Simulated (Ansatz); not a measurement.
Problem. Each is relaxed and computed with r²SCAN (plane waves, PAW; program Ansatz). Which is the only one with a gap?
A) Nb5Si3, I4/mcm (Nb on 16l, Nb on 4c, Si on 8h, Si on 4a)
B) Li4Nb6NiO18, P3 (Pearson symbol hP29)
C) NbB2, P6/mmm (Nb on 1a, B on 2d)
D) LaSi2Ni2, I4/mmm (La on 2a, Si on 4e, Ni on 4d)

Solution. B, Li4Nb6NiO18, P3 (Pearson symbol hP29). Li4Nb6NiO18: gap 2.65 eV; NbB2: metal; Nb5Si3: metal; LaSi2Ni2: metal. Spin orders computed, not proven ground states: Li4Nb6NiO18, P3 (Pearson symbol hP29) ferromagnetic. Typed or built starts, not in the databases checked: Li4Nb6NiO18, P3 (Pearson symbol hP29). Standing as an ambient phase not checked: NbB2, P6/mmm (Nb on 1a, B on 2d); Nb5Si3, I4/mcm (Nb on 16l, Nb on 4c, Si on 8h, Si on 4a); LaSi2Ni2, I4/mmm (La on 2a, Si on 4e, Ni on 4d). All cells were relaxed under the symmetry of their starts (and spin orders); stability against distortions was not tested throughout. Rows with no word on spin ran without spin polarisation. No Hubbard U is applied. Spin–orbit coupling is left out wherever it is not named.

Potentials: the later of the program's two PAW sets.
